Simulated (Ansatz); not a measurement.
NiPt:
Space group P4/mmm (No. 123); a = b = 2.684 Å, c = 3.566 Å, α = β = γ = 90.00°

| atom | site | symmetry | x | y | z |
|---|---|---|---|---|---|
| Ni | 1d | 4/mmm | 0.5000 | 0.5000 | 0.5000 |
| Pt | 1a | 4/mmm | 0.0000 | 0.0000 | 0.0000 |
The run is spin-polarised.

Relaxed at zero pressure with PBEsol (plane waves, PAW; program Ansatz).

Problem. The volume is lowered by 6 % and shape and atoms relax at that volume. What pressure results, and how do the axes share the change?

Solution. 17.3 GPa; a -1.6 %, b -1.6 %, c -2.9 %; the energy rises by 40 meV/atom.

Problem. Give the new structure.

Solution. 
Space group P4/mmm (No. 123); a = b = 2.6413 Å, c = 3.4617 Å, α = β = γ = 90.00°

```tsv
atom	site	symmetry	x	y	z
Ni	1d	4/mmm	0.5000	0.5000	0.5000
Pt	1a	4/mmm	0.0000	0.0000	0.0000
```

The phase is kept; no other phase was compared at this pressure.

The workflow started from a Materials Project entry (that database holds measured and hypothetical structures alike); the Crystallography Open Database copy checked does not list it. With Ni and Pt taken as one species the cell has the higher symmetry I4/mmm, so it may be an ordered model of a mixed-site phase. Its standing as an ambient phase is unchecked. The PBEsol relaxation kept the symmetry of its start; whether a distortion lowers the energy is not shown. Spin order of the final state: ferromagnetic, chosen from 5 collinear starts compared on coarse meshes (ties went to the first, and starts can fall back to one state), not a proven ground state. Axis ratios of metals converge slowly with the k-mesh, so a and c are less sure than the volume. Spin–orbit coupling is left out wherever it is not named.

Potentials: the later of the program's two PAW sets.
